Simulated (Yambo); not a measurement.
```
Hg
1.0
   -2.06969     2.06969     1.80226
    2.06969    -2.06969     1.80226
    2.06969     2.06969    -1.80226
Hg
1
Cartesian
  0.00000   0.00000   0.00000
```

The geometry is that of Materials Project entry mp-569289, symmetrised and not relaxed again.

Where are the main features of Im ε from RPA with local fields on PBEsol bands (Yambo; 18×18×18 mesh, 46 bands, 4 Ry local-field block, 0.25 eV broadening; field along z)?

Peaks at 2.5 eV (21), heights in brackets. Only interband transitions are included: the Drude term is missing, so nothing below about 0.6 eV and no real part is shown. Structure narrower than a few tenths of an eV can come from the finite k mesh. Spin-orbit coupling is left out; for elements this heavy it splits bands near the Fermi level.

The structure is a Materials Project entry; no match was found in the copy of COD used, and its stability was not checked.
